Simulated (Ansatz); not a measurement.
Ba2MgMoO6:
```
CELL_PARAMETERS angstrom
      0.00000     4.04905     4.04905
      4.04905     0.00000     4.04905
      4.04905     4.04905     0.00000
ATOMIC_POSITIONS crystal
  Ba 0.25000 0.25000 0.25000
  Ba 0.75000 0.75000 0.75000
  Mg 0.50000 0.50000 0.50000
  Mo 0.00000 0.00000 0.00000
  O  0.76186 0.23814 0.23814
  O  0.23814 0.76186 0.76186
  O  0.23814 0.76186 0.23814
  O  0.76186 0.23814 0.76186
  O  0.23814 0.23814 0.76186
  O  0.76186 0.76186 0.23814
```

Relaxed with r²SCAN. r²SCAN (plane waves, PAW; program Ansatz) gives a gap of 2.50 eV.

Q: What gap does HSE06 give on the same cell (Ansatz, PAW)?

A: 3.46 eV, 0.96 eV more. The hybrid was solved on a coarser mesh and at special points; its gap is the smallest among all of these.

```
k  v1 r²SCAN  c1 r²SCAN    v1 HSE06    c1 HSE06
-  ---------  ---------  ----------  ----------
Γ       0.00       2.86  (withheld)  (withheld)
X      -0.05       2.50       -0.05        3.46
L      -0.41       3.00  (withheld)  (withheld)
W      -0.39       3.01  (withheld)  (withheld)
K      -0.20       2.75  (withheld)  (withheld)
```

Q: Top valence (v1) and lowest conduction level (c1) in eV from each method's valence maximum (which need not be a listed point): supply the withheld HSE06 values.

A: 
- Γ, v1 HSE06: 0.00
- Γ, c1 HSE06: 3.83
- L, v1 HSE06: -0.44
- L, c1 HSE06: 4.00
- W, v1 HSE06: -0.42
- W, c1 HSE06: 4.01
- K, v1 HSE06: -0.22
- K, c1 HSE06: 3.74

Cost on shared cores: the r²SCAN run (SCF on a 6×6×6 mesh, then bands and DOS) roughly 2.7 core-minutes, the HSE06 run (SCF on 4×4×4, then a few points) around 9 core-minutes (rough); the tasks are unlike.

Space group Fm-3m. The workflow started from a Materials Project entry (that database holds measured and hypothetical structures alike); the Crystallography Open Database copy checked does not list it. Its standing as an ambient phase is unchecked. Symmetry was held in the r²SCAN relaxation; whether a distortion lowers the energy is not shown. No spin polarisation was allowed. No Hubbard U is applied. Scalar-relativistic: spin–orbit coupling is off unless named, which matters more the heavier the elements.

Potentials: the later of the program's two PAW sets.
